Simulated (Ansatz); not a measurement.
WO3:
```
CELL_PARAMETERS angstrom
      3.85850     0.00000     0.00000
      0.00000     7.67346     0.00000
     -0.00261     0.00000     7.47664
ATOMIC_POSITIONS crystal
  W  0.95270 0.27875 0.25228
  W  0.04730 0.72125 0.74772
  W  0.04730 0.77875 0.24772
  W  0.95270 0.22125 0.75228
  O  0.99591 0.99072 0.73178
  O  0.00409 0.00928 0.26822
  O  0.00409 0.49072 0.76822
  O  0.99591 0.50928 0.23178
  O  0.00018 0.73178 0.49879
  O  0.99982 0.26822 0.50121
  O  0.99982 0.23178 0.00121
  O  0.00018 0.76822 0.99879
  O  0.50770 0.73900 0.75010
  O  0.49230 0.26100 0.24990
  O  0.49230 0.23900 0.74990
  O  0.50770 0.76100 0.25010
```

Relaxed with PBEsol. Special points in fractions of this cell's reciprocal vectors: Γ (0.000, 0.000, 0.000); Z (0.000, 0.500, 0.000); D (0.000, 0.500, 0.500); B (0.000, 0.000, 0.500); A (-0.500, 0.000, 0.500); E (-0.500, 0.500, 0.500); C2 (-0.500, 0.500, 0.000); Y2 (-0.500, 0.000, 0.000).

Task: List the band energies nearest the valence-band maximum at these points for plane-wave PAW PBEsol (Ansatz code).

Result: In eV from the valence-band maximum; about four levels below and three above (degenerate sets whole), none deeper than 8.9 eV; points with the same levels are listed once.

```csv
k,below,above
Γ,-1.23 -1.22 -1.05 -0.05,1.40 1.91 1.94
Z,-1.24 -1.24 -0.66 -0.66,1.92 1.92 2.90 2.90
D,-0.85 -0.85 -0.74 -0.74,2.85 2.85 2.86 2.86
B,-1.34 -1.34 -0.54 -0.54,1.97 1.97 2.89 2.89
A,-0.54 -0.54 -0.14 -0.14,3.24 3.24 4.26 4.26
E,-0.50 -0.50 -0.49 -0.49,3.84 3.84 3.94 3.94
C2,-0.63 -0.63 -0.01 -0.01,2.92 2.92 4.35 4.35
Y2,-0.14 -0.13 -0.04 -0.01 0.00,1.43 4.16 4.27
```

Space group P2_1/c. The workflow started from a Materials Project entry (that database holds measured and hypothetical structures alike); the Crystallography Open Database files this formula in space group No. 14, but the cells were not matched. Its standing as an ambient phase is unchecked. The cell was relaxed with PBEsol under the symmetry of its start; whether a distortion lowers the energy is not shown. The run is not spin-polarised. No Hubbard U is applied. Spin–orbit coupling is left out wherever it is not named.

Potentials: the later of the program's two PAW sets.
